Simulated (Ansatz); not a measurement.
Lattice vibrations of H at Γ

All numbers below come from Ansatz, DFT LDA, scalar-relativistic, plane waves, PAW. Cutoff 420 eV, 12×12×12 k-points (Γ-centred), fixed occupations. No spin polarisation. Phonons by linear response, acoustic sum rule imposed.

Relaxed structure:
```
H
1.0
    -1.41019    1.41019    1.93062
     1.41019   -1.41019    1.93062
     1.41019    1.41019   -1.93062
H
2
Direct
  0.90015 0.90015 0.00000
  0.09985 0.09985 0.00000
```

The crystal is built of molecules and no dispersion correction was added, so the binding between them is poorly described, and with it their spacing and whatever depends on it.

Optical modes at Γ (transverse, no macroscopic field); i marks an imaginary frequency:
```csv
frequency (meV),degeneracy,IR intensity of the level ((D/Å)²/amu)
26.9,2,0.00
506.4,1,0.00
```

All 3 optical modes at Γ are real: no displacement of atoms at fixed cell lowers the energy to second order. Strains and modes at other wave vectors aren't tested by this run.

```json
{"Electronic dielectric constant ε∞ (principal values)": "1.87, 1.87, 2.28", "Static dielectric constant ε0 (principal values)": "1.9, 1.9, 2.3", "Refractive index √ε∞, mean": "1.42", "Kohn–Sham gap on the mesh": "7.18 eV"}
```

Born effective charges (e):
| atom | Z*xx | Z*yy | Z*zz | mean |
| --- | --- | --- | --- | --- |
| H (atom 1) | 0.00 | 0.00 | 0.00 | 0.00 |

Whether H exists in this form wasn't checked.